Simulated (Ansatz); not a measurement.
ScAl₃ (Cu3Au type, Pm-3m), a = b = c = 4.105 Å, α = β = γ = 90.00°.

Relaxed with PBE.

Question: Which orbitals make up the states near the Fermi level in DFT-PBE in the program Ansatz with PAW potentials?

Answer: Within 0.5 eV of the Fermi level: Al 3p 42 %, Sc 3d 42 %, Al 3s 10 %. Projections are on Löwdin-orthogonalised atomic valence shells; empty p or d shells of many metals are not among them.

Question: Tabulate the density of states.

Answer: States/eV per cell of 4 atoms, in 0.25 eV bins, energy from the Fermi level.

| E (eV) | total | Al 3p | Sc 3d | Al 3s |
|---|---|---|---|---|
| -7.85 | 0.84 | 0.41 | 0.03 | 0.35 |
| -7.60 | 0.75 | 0.38 | 0.03 | 0.30 |
| -7.35 | 0.66 | 0.34 | 0.04 | 0.26 |
| -7.10 | 0.73 | 0.38 | 0.05 | 0.26 |
| -6.85 | 0.81 | 0.44 | 0.06 | 0.26 |
| -6.60 | 0.78 | 0.42 | 0.05 | 0.25 |
| -6.35 | 0.81 | 0.43 | 0.05 | 0.26 |
| -6.10 | 0.90 | 0.48 | 0.06 | 0.29 |
| -5.85 | 1.08 | 0.57 | 0.07 | 0.37 |
| -5.60 | 1.34 | 0.68 | 0.09 | 0.50 |
| -5.35 | 1.39 | 0.67 | 0.11 | 0.54 |
| -5.10 | 1.37 | 0.62 | 0.15 | 0.55 |
| -4.85 | 1.39 | 0.59 | 0.19 | 0.56 |
| -4.60 | 1.28 | 0.56 | 0.19 | 0.48 |
| -4.35 | 1.12 | 0.53 | 0.17 | 0.39 |
| -4.10 | 1.04 | 0.53 | 0.16 | 0.31 |
| -3.85 | 1.08 | 0.59 | 0.17 | 0.28 |
| -3.60 | 1.30 | 0.79 | 0.19 | 0.26 |
| -3.35 | 1.55 | 0.97 | 0.23 | 0.28 |
| -3.10 | 1.52 | 0.96 | 0.25 | 0.25 |
| -2.85 | 1.80 | 1.19 | 0.30 | 0.25 |
| -2.60 | 1.89 | 1.28 | 0.34 | 0.21 |
| -2.35 | 2.01 | 1.36 | 0.41 | 0.19 |
| -2.10 | 2.25 | 1.49 | 0.52 | 0.18 |
| -1.85 | 2.62 | 1.73 | 0.68 | 0.16 |
| -1.60 | 2.73 | 1.59 | 0.92 | 0.16 |
| -1.35 | 2.28 | 1.24 | 0.84 | 0.15 |
| -1.10 | 1.55 | 0.81 | 0.59 | 0.11 |
| -0.85 | 1.29 | 0.63 | 0.52 | 0.10 |
| -0.60 | 1.29 | 0.60 | 0.55 | 0.10 |
| -0.35 | 1.40 | 0.63 | 0.63 | 0.10 |
| -0.10 | 1.37 | 0.59 | 0.61 | 0.11 |
| 0.15 | 1.34 | 0.54 | 0.54 | 0.16 |
| 0.40 | 1.18 | 0.46 | 0.44 | 0.19 |
| 0.65 | 1.89 | 0.68 | 0.76 | 0.28 |
| 0.90 | 3.23 | 1.23 | 1.34 | 0.39 |
| 1.15 | 2.18 | 0.73 | 0.95 | 0.27 |
| 1.40 | 2.17 | 0.65 | 0.93 | 0.29 |
| 1.65 | 2.73 | 0.62 | 1.40 | 0.29 |
| 1.90 | 3.51 | 0.50 | 2.00 | 0.30 |
| 2.15 | 4.11 | 0.72 | 2.61 | 0.30 |
| 2.40 | 4.13 | 0.68 | 2.70 | 0.40 |
| 2.65 | 3.88 | 0.74 | 2.21 | 0.41 |
| 2.90 | 3.01 | 0.74 | 1.23 | 0.45 |
| 3.15 | 2.00 | 0.45 | 0.80 | 0.49 |
| 3.40 | 3.19 | 0.84 | 1.21 | 0.79 |
| 3.65 | 3.28 | 0.95 | 1.29 | 0.64 |
| 3.90 | 3.69 | 0.90 | 1.67 | 0.74 |
| 4.15 | 2.41 | 0.79 | 0.88 | 0.44 |
| 4.40 | 2.54 | 0.91 | 0.66 | 0.51 |
| 4.65 | 2.71 | 1.07 | 0.60 | 0.47 |

The PBE relaxation kept the symmetry of its start; of distortions, only those at the zone centre were tested. The run is not spin-polarised.

Potentials: the later of the program's two PAW sets.
